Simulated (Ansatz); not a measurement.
## Trial inputs on AlFe3B

All trials start from this Ansatz input:

```yaml
crystal:
  lattice:
    - [3.822322, 0.0, 0.0]
    - [0.0, 3.822322, 0.0]
    - [0.0, 0.0, 3.822322]
  atoms:
    - { symbol: Al, position: [0.5, 0.5, 0.5] }
    - { symbol: Fe, position: [0.5, 0.0, 0.0], spin: 4.0 }
    - { symbol: Fe, position: [0.0, 0.5, 0.0], spin: 4.0 }
    - { symbol: Fe, position: [0.0, 0.0, 0.5], spin: 4.0 }
    - { symbol: B, position: [0.0, 0.0, 0.0] }
basis:
  ecutwfc: 420
kpoints:
  mp_grid: { grid: [4, 4, 4] }
hamiltonian:
  xc: pbe
scf:
  occupations: { method: gaussian, width: 0.1 }
  lower_state_search: "off"
output:
  forces: true
  stress: true
  eigenvalues: true
  populations: true
magnetization:
  spin_polarized: true
```

Command:

```bash
ansatz run input.yaml --threads 1 --pin off --max-ram 1331MiB --backend cpu --events-out ev --progress --plain --runs-dir out
```

The run converges in 13 SCF iterations on 10 irreducible k-points: pressure -1.18 GPa, no gap, cell moment 4.13 μB.

Settings here are deliberately varied, not converged. Each trial's input is given as a difference from the reference's; energies are extrapolated to zero smearing where there is one, and pressure is positive in compression.

Problem. Trial 1 (volume scaled):

```diff
 crystal:
   lattice:
-    - [3.822322, 0.0, 0.0]
-    - [0.0, 3.822322, 0.0]
-    - [0.0, 0.0, 3.822322]
+    - [3.419518394, 0.0, 0.0]
+    - [0.0, 3.419518394, 0.0]
+    - [0.0, 0.0, 3.419518394]
   atoms:
-    - { symbol: Fe, position: [0.5, 0.0, 0.0], spin: 4.0 }
-    - { symbol: Fe, position: [0.0, 0.5, 0.0], spin: 4.0 }
-    - { symbol: Fe, position: [0.0, 0.0, 0.5], spin: 4.0 }
+    - { symbol: Fe, position: [0.5, 0.0, 0.0], spin: 2.0 }
+    - { symbol: Fe, position: [0.0, 0.5, 0.0], spin: -2.0 }
+    - { symbol: Fe, position: [0.0, 0.0, 0.5], spin: -2.0 }
 kpoints:
-  mp_grid: { grid: [4, 4, 4] }
+  mp_grid: { grid: [3, 3, 1] }
 hamiltonian:
+  dispersion: none
 scf:
+  max_iter: 54
 magnetization:
+  initial_magnetization: -0.5
+  spin_locking: { lock_magnetization: hard }
```

What happens?

Solution. The run converges in 25 SCF iterations on 4 irreducible k-points: pressure 119 GPa, no gap, cell moment -0.50 μB. It warns that the starting moments were lost; that the SCF threshold is loose for the stress; that the mesh lowers the symmetry.

Problem. Trial 2:

```diff
 crystal:
   atoms:
-    - { symbol: Al, position: [0.5, 0.5, 0.5] }
-    - { symbol: Fe, position: [0.5, 0.0, 0.0], spin: 4.0 }
-    - { symbol: Fe, position: [0.0, 0.5, 0.0], spin: 4.0 }
-    - { symbol: Fe, position: [0.0, 0.0, 0.5], spin: 4.0 }
-    - { symbol: B, position: [0.0, 0.0, 0.0] }
+    - { symbol: Al, position: [0.5, 0.5, 0.5], spin: -0.13 }
+    - { symbol: Fe, position: [0.5, 0.0, 0.0], spin: 1.53 }
+    - { symbol: Fe, position: [0.0, 0.5, 0.0], spin: 1.53 }
+    - { symbol: Fe, position: [0.0, 0.0, 0.5], spin: 1.53 }
+    - { symbol: B, position: [0.0, 0.0, 0.0], spin: -0.12 }
 basis:
-  ecutwfc: 420
+  ecutwfc: "25 Ry"
+  ecutrho_ratio: 10
 kpoints:
-  mp_grid: { grid: [4, 4, 4] }
+  mp_grid: { grid: [1, 1, 1], shift: [0.25, 0.25, 0.25] }
 scf:
-  occupations: { method: gaussian, width: 0.1 }
+  occupations: { method: fermi_dirac, width: "1000 K" }
+  mixing: { ndim: 1 }
+  initial_density: { chi_scale: 0, normalization: atom }
+  max_iter: 100
```

What happens?

Solution. The run converges in 41 SCF iterations on 1 irreducible k-point: energy 104 meV per atom above the reference, pressure 1.00 GPa, cell moment 4.00 μB. It warns that the cutoff lies under the recommended one, 420 eV for these potentials; that the state wasn't tested for a lower one.

Problem. Trial 3:

```diff
 crystal:
   atoms:
-    - { symbol: Al, position: [0.5, 0.5, 0.5] }
-    - { symbol: Fe, position: [0.5, 0.0, 0.0], spin: 4.0 }
-    - { symbol: Fe, position: [0.0, 0.5, 0.0], spin: 4.0 }
-    - { symbol: Fe, position: [0.0, 0.0, 0.5], spin: 4.0 }
-    - { symbol: B, position: [0.0, 0.0, 0.0] }
+    - { symbol: Al, position: [0.5, 0.5, 0.5], spin: -0.13 }
+    - { symbol: Fe, position: [0.5, 0.0, 0.0], spin: 1.53 }
+    - { symbol: Fe, position: [0.0, 0.5, 0.0], spin: 1.53 }
+    - { symbol: Fe, position: [0.0, 0.0, 0.5], spin: 1.53 }
+    - { symbol: B, position: [0.0, 0.0, 0.0], spin: -0.12 }
 hamiltonian:
-  xc: pbe
+  xc: pbesol
```

How does this run end?

Solution. The run converges in 13 SCF iterations on 10 irreducible k-points: pressure -7.64 GPa, no gap, cell moment 4.12 μB.

Problem. Trial 4:

```diff
 crystal:
   atoms:
-    - { symbol: Fe, position: [0.5, 0.0, 0.0], spin: 4.0 }
-    - { symbol: Fe, position: [0.0, 0.5, 0.0], spin: 4.0 }
-    - { symbol: Fe, position: [0.0, 0.0, 0.5], spin: 4.0 }
+    - { symbol: Fe, position: [0.5, 0.0, 0.0], spin: -0.5 }
+    - { symbol: Fe, position: [0.0, 0.5, 0.0], spin: 0.5 }
+    - { symbol: Fe, position: [0.0, 0.0, 0.5], spin: 0.5 }
 basis:
-  ecutwfc: 420
+  ecutwfc: 250
```

What happens?

Solution. The run converges in 34 SCF iterations on 18 irreducible k-points: energy 1.76 eV per atom above the reference, pressure 14.88 GPa (unreliable at so low a cutoff), no gap, cell moment 3.88 μB. It warns that the cutoff lies under the recommended one, 420 eV for these potentials; that the starting moments were lost.

Problem. Trial 5:

```diff
 crystal:
   atoms:
-    - { symbol: Al, position: [0.5, 0.5, 0.5] }
-    - { symbol: Fe, position: [0.5, 0.0, 0.0], spin: 4.0 }
-    - { symbol: Fe, position: [0.0, 0.5, 0.0], spin: 4.0 }
-    - { symbol: Fe, position: [0.0, 0.0, 0.5], spin: 4.0 }
-    - { symbol: B, position: [0.0, 0.0, 0.0] }
+    - { symbol: Al, position: [0.5, 0.5, 0.5], spin: -0.13 }
+    - { symbol: Fe, position: [0.5, 0.0, 0.0], spin: 1.53 }
+    - { symbol: Fe, position: [0.0, 0.5, 0.0], spin: 1.53 }
+    - { symbol: Fe, position: [0.0, 0.0, 0.5], spin: 1.53 }
+    - { symbol: B, position: [0.0, 0.0, 0.0], spin: -0.12 }
 kpoints:
-  mp_grid: { grid: [4, 4, 4] }
+  mp_grid: { grid: [2, 2, 2] }
 scf:
+  max_iter: 300
```

How does this run end?

Solution. The run converges in 15 SCF iterations on 4 irreducible k-points: energy 9.71 meV per atom above the reference, pressure 1.69 GPa, no gap, cell moment 5.15 μB.